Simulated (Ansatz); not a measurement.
## Mg₃ZnS₄: relaxed-ion elastic tensor

The calculation used DFT PBE, scalar-relativistic, plane waves, PAW (Ansatz 0.2.0). Plane waves to 420 eV; Γ-centred k mesh 6×6×8; fixed occupations. No spin polarisation.

Relaxed structure:
```yaml
crystal:
  lattice:
    - [3.67219, -5.21249, 0.00000]
    - [3.67219, 5.21249, 0.00000]
    - [0.00000, 0.00000, 3.67582]
  atoms:
    - { symbol: Mg, position: [0.00000, 0.50000, 0.50000] }
    - { symbol: Mg, position: [0.50000, 0.00000, 0.50000] }
    - { symbol: Mg, position: [0.50000, 0.50000, 0.00000] }
    - { symbol: Zn, position: [0.00000, 0.00000, 0.00000] }
    - { symbol: S, position: [0.75017, 0.24983, 0.00000] }
    - { symbol: S, position: [0.75636, 0.75636, 0.50000] }
    - { symbol: S, position: [0.24364, 0.24364, 0.50000] }
    - { symbol: S, position: [0.24983, 0.75017, 0.00000] }
```

The structure comes from a generated guess, relaxed at this level; another structure or a mixture of phases may lie lower.

(1) Give the relaxed-ion elastic constants (GPa, Voigt order xx yy zz yz xz xy, on the Cartesian axes of the cell above).

(2) Is the crystal stable against homogeneous strain?

(3) And the moduli of a polycrystal (Hill averages)?

## Answers

(1)
C11 = 144.9, C12 = 51.3, C13 = 35.9, C22 = 116.9, C23 = 53.4, C33 = 144.4, C44 = 53.1, C55 = 34.2, C66 = 53.1 GPa; the others vanish.

(2) Yes: the least eigenvalue of the tensor is 34.2 GPa.

(3) B = 76 GPa, G = 45 GPa, E = 112 GPa, ν = 0.25.
